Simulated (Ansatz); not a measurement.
SrO (NiAs type, P6_3/mmc), the program Ansatz at the r²SCAN level (PAW). The conduction-band minimum lies at M, with 3 equivalent valleys. Second derivatives d²E/dk² of the lowest band at one valley (eV·Å²), along Cartesian directions:

```csv
direction,d²E/dk²
[100],13.66
[010],4.694
[001],13.34
[110],9.176
[101],13.50
[011],9.017
```

### Question
Find the principal effective masses, the density-of-states mass and the conductivity mass.

### Answer
Off-diagonal terms follow from H_xy = H[110] − (H_xx + H_yy)/2, and m*/mₑ = 7.620 eV·Å² over each eigenvalue: 0.56, 0.57, 1.6. One valley's DOS mass (m₁m₂m₃)^(1/3) = 0.80, conductivity mass 3/(Σ 1/mᵢ) = 0.72 mₑ.

### Question
What effective density of states Nc follows at 300 K for parabolic valleys?

### Answer
Nc = 2.509e19 × 3 × (0.80)^(3/2) ≈ 5.4e19 cm⁻³.

### Question
With the computed static dielectric constant 13.5 (mean of the diagonal), estimate a hydrogenic donor's binding energy and radius.

### Answer
E = 13.606 eV × 0.72/13.5² ≈ 54 meV; a = 0.529 Å × ε/m* ≈ 9.9 Å. Semilocal masses tend to be too small when the gap is underestimated.

The first step of the workflow began from a Materials Project structure, measured or hypothetical; the Crystallography Open Database copy checked does not list it. It is not the phase usual at ambient conditions (space group No. 225). The r²SCAN relaxation kept the symmetry of its start; its stability against distortions is not shown here. Spin–orbit coupling is left out wherever it is not named.

Potentials: the later of the program's two PAW sets.
